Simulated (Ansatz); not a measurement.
MnV2O6 in space group C2/m (No. 12; Pearson symbol mS18), the program Ansatz at the r²SCAN level (PAW), all energies at zero smearing, with the estimated change up to a 700 eV cutoff added, with one set of potentials and settings (totals compare only within such a set). Cell of 9 atoms (1 Mn, 2 V, 6 O): -13156.206 eV.

| element | reference phase | E (eV/atom) |
|---|---|---|
| Mn | Cmcm, 4 atoms in the cell, spin-polarised | -3904.0010 |
| V | Im-3m, 1 atoms in the cell | -2917.0669 |
| O | C2/m, 4 atoms in the cell, spin-polarised | -566.0281 |

Formation energy per atom, worked out: (-13156.206 − 1×(-3904.0010) − 2×(-2917.0669) − 6×(-566.0281))/9 = -2.434 eV/atom (-235 kJ per mol of atoms), at 0 K, without zero-point energy or fitted corrections.

The first step of the workflow began from a Materials Project structure, measured or hypothetical; the Crystallography Open Database files this formula in space group No. 12, but the cells were not matched. Its standing as an ambient phase is unchecked. Symmetry was held in the r²SCAN relaxation; its stability against distortions is not shown here. The final state is ferromagnetic, chosen from 4 collinear starts compared on coarse meshes (ties went to the first, and starts can fall back to one state), not a proven ground state. Other orbital occupations within this spin state were not tried. No Hubbard U is applied. The references are the lowest solids computed at this level, not always the standard phases (solids in place of the gases). The manganese reference at this level is a Cmcm phase, not α-Mn.

Potentials: the later of the program's two PAW sets.
